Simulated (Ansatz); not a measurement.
Relaxed TiO₂ (rutile):

```xyz
6
Lattice="4.5912 0.0000 0.0000 0.0000 4.5912 0.0000 0.0000 0.0000 2.9391" Properties=species:S:1:pos:R:3 pbc="T T T"
Ti     0.0000     0.0000     0.0000
Ti     2.2956     2.2956     1.4695
O      1.3977     1.3977     0.0000
O      3.6933     0.8979     1.4695
O      0.8979     3.6933     1.4695
O      3.1934     3.1934     0.0000
```

Calculation: PBEsol (plane waves to 420 eV, PAW, scalar-relativistic; Ansatz, an electronic-structure program). k mesh 6×6×9 (Γ-centred), Fermi-Dirac smearing 0.05 eV. TiO2 is run without spin polarisation. TiO2 was relaxed with its symmetry unable to fall.

One atom of the cell was then moved (with its periodic images), all else fixed, and the forces (eV/Å) came out as:

| atom | Fx | Fy | Fz |
|---|---|---|---|
| Ti1 | -2.823 | -2.823 | 0.000 |
| Ti2 | 2.318 | 2.318 | 0.000 |
| O3 | 0.988 | 0.988 | 0.000 |
| O4 | 0.167 | 0.114 | 0.000 |
| O5 | 0.114 | 0.167 | 0.000 |
| O6 | -0.764 | -0.764 | 0.000 |

**Question.** Which atom was moved, and by which vector (Å)?

**Answer.** Ti1, by (0.17, 0.17, 0.00), 0.23 Å in all.

(For displaced atoms, the force is minus the slope of the energy, and its curvature is a force constant, which sets phonon frequencies.)
